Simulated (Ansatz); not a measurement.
Polymorphs of HgSe, each relaxed with plane-wave PAW HSE06 (Ansatz code):

A: zinc blende (F-43m)
a = b = c = 6.1787 Å, α = β = γ = 90.00°

```json
[
 {"atom": "Se", "site": "4d", "symmetry": "-43m", "x": "0.7500", "y": "0.7500", "z": "0.7500"},
 {"atom": "Hg", "site": "4a", "symmetry": "-43m", "x": "0.0000", "y": "0.0000", "z": "0.0000"}
]
```

B: C2/c
a = 7.7008 Å, b = 4.7292 Å, c = 7.4263 Å, α = 90.00°, β = 112.15°, γ = 90.00°

```tsv
atom	site	symmetry	x	y	z
Hg	4a	-1	0.0000	0.0000	0.0000
Se	4e	2	0.0000	0.6547	0.2500
```

Put the candidates in order of energy per atom at 0 K, lowest first, for HSE06.

A (+0 meV/atom), B (+57 meV/atom)

Give each one's gap.

A no gap; B 2.17 eV.

Constructed cells (a structure type filled with these elements, in neither database checked): B. All cells were relaxed under the symmetry of their starts (and spin orders); stability against distortions was not tested throughout. Scalar-relativistic: spin–orbit coupling is off unless named, which matters more the heavier the elements.

Potentials: the later of the program's two PAW sets.
